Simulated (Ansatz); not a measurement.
CeO2 (fluorite)

```yaml
crystal:
  lattice:
    - [0.00000, 2.73224, 2.73224]
    - [2.73224, 0.00000, 2.73224]
    - [2.73224, 2.73224, 0.00000]
  atoms:
    - { symbol: Ce, position: [0.00000, 0.00000, 0.00000] }
    - { symbol: O, position: [0.25000, 0.25000, 0.25000] }
    - { symbol: O, position: [0.75000, 0.75000, 0.75000] }
```

The slice is a {110} plane (indices of the conventional cell) through the point (0.250, 0.250, 0.250) (fractional), spanned by u = [100] and v = [1 -1 -1] in vectors of this cell: u (3.86 Å) and v (5.46 Å, at 90° to u). It covers one period; positions are fractions (u, v).

Level of theory: PBE (plane waves to 420 eV, PAW, scalar-relativistic; Ansatz, a program for electronic structure). k mesh 10×10×10. These are valence fields of a PAW run, semicore shells included where kept as valence: close to a nucleus they are smooth pseudo fields. CeO2 is run without spin polarisation. CeO2 was relaxed with its symmetry unable to fall. The PAW data are Ansatz's earlier set. The f-shell state is unchecked: a lower one may exist.

Three fields on this plane, each scaled to ten steps between its own extremes (0 low, 9 high; the total valence density on a logarithmic scale, the potential cut 8 eV below its top; x marks points blanked near nuclei; v = 0 in the bottom row):

Map A
```
|xxxxx41000014xxxx|
|xxxx9510000159xxx|
|xxxx7310000137xxx|
|xx86410000001468x|
|33211000000001123|
|00000000000000000|
|33211000000001123|
|xx86410000001468x|
|xxxx7310000137xxx|
|xxxx9510000159xxx|
|xxxxx41000014xxxx|
|xxxxx31111113xxxx|
|xxxxx22588522xxxx|
|xxxx438xxxx834xxx|
|xxxx38xxxxxx83xxx|
|xx526xxxxxxxx625x|
|32128xxxxxxxx8212|
|00029xxxxxxxx9200|
|32128xxxxxxxx8212|
|xx526xxxxxxxx625x|
|xxxx38xxxxxx83xxx|
|xxxx438xxxx834xxx|
|xxxxx22588522xxxx|
|xxxxx31111113xxxx|
```

Map B
```
|xxxxx64333346xxxx|
|xxxx7532222357xxx|
|xxxx6431111346xxx|
|xx76532100123567x|
|66543210000123456|
|55543210000123455|
|66543210000123456|
|xx76532100123567x|
|xxxx6431111346xxx|
|xxxx7532222357xxx|
|xxxxx64333346xxxx|
|xxxxx75555557xxxx|
|xxxxx77888877xxxx|
|xxxx889xxxx988xxx|
|xxxx89xxxxxx98xxx|
|xx889xxxxxxxx988x|
|66679xxxxxxxx9766|
|55679xxxxxxxx9765|
|66679xxxxxxxx9766|
|xx889xxxxxxxx988x|
|xxxx89xxxxxx98xxx|
|xxxx889xxxx988xxx|
|xxxxx77888877xxxx|
|xxxxx75555557xxxx|
```

Map C
```
|xxxxx87665678xxxx|
|xxxx9998888999xxx|
|xxxx9999999999xxx|
|xx89999999999998x|
|89999999999999999|
|99999999999999999|
|89999999999999999|
|xx89999999999998x|
|xxxx9999999999xxx|
|xxxx9998888999xxx|
|xxxxx87656678xxxx|
|xxxxx64211346xxxx|
|xxxxx30000003xxxx|
|xxxx200xxxx002xxx|
|xxxx00xxxxxx00xxx|
|xx510xxxxxxxx015x|
|88500xxxxxxxx0058|
|98500xxxxxxxx0058|
|88500xxxxxxxx0058|
|xx510xxxxxxxx015x|
|xxxx00xxxxxx00xxx|
|xxxx200xxxx002xxx|
|xxxxx30000003xxxx|
|xxxxx64311246xxxx|
```

Question: Assign the maps to these fields: electron localisation function (ELF); valence electron density; electrostatic potential energy of an electron, from the cell's mean.

Answer: A is the electron localisation function (ELF); B is the valence electron density; C is the electrostatic potential energy of an electron, from the cell's mean.
